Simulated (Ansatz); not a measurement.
These are results of DFT PBE, scalar-relativistic, plane waves, PAW in Ansatz 0.2.0, not measurements. All cells share a 420 eV cutoff and Γ-centred k meshes spaced at most about 0.3 Å⁻¹ (about 0.25 or finer for metals, 2π included). Collinear spin in cells that started with moments and kept them past the coarse steps, no spin elsewhere.

Each of these unrelaxed guesses is relaxed in cell and atoms within its symmetry. A guess keeps its type if space group and coordination stay and the shape of the cell changes little (axis ratios within about 15 %, angles within 6°); the volume may change.

1. MnBe3Te4 (collinear spin from parallel moments)

```
CELL_PARAMETERS angstrom
5.67158 0.00000 0.00000
0.00000 5.67158 0.00000
0.00000 0.00000 5.67158
ATOMIC_POSITIONS crystal
Be 0.00000 0.50000 0.50000
Be 0.50000 0.50000 0.00000
Be 0.50000 0.00000 0.50000
Mn 0.00000 0.00000 0.00000
Te 0.76361 0.76361 0.23639
Te 0.76361 0.23639 0.76361
Te 0.23639 0.76361 0.76361
Te 0.23639 0.23639 0.23639
```

2. MgSc2C2

```
CELL_PARAMETERS angstrom
4.17036 0.00000 0.00000
-2.08518 3.61164 0.00000
0.00000 0.00000 6.46395
ATOMIC_POSITIONS crystal
Mg 0.00000 0.00000 0.55062
Sc 0.33333 0.66667 0.64890
Sc 0.66667 0.33333 0.64890
C 0.00000 0.00000 0.93346
C 0.00000 0.00000 0.21445
```

Q: Which keep their type?

A: Guess 1 keeps its type.

```
guess  kept  start group  end group  V start (Å³/atom)  V end  b/a and c/a, end over start  nearest neighbours start  nearest neighbours end
    1   yes        P-43m      P-43m               22.8   24.9                   1.00, 1.00          Be 4, Mn 4, Te 4        Be 4, Mn 4, Te 4
    2    no         P6mm     P6/mmm               19.5   16.9                            -           C 1, Mg 8, Sc 6         C 1, Mg 2, Sc 9
```

Neighbours count within 15 % of an atom's shortest distance; end groups are read at 0.02 Å (0.05 Å in metals).

These runs have no spin–orbit coupling, which can matter for Te. Another magnetic order may lie lower. Cells relaxed within their symmetry can be saddle points.
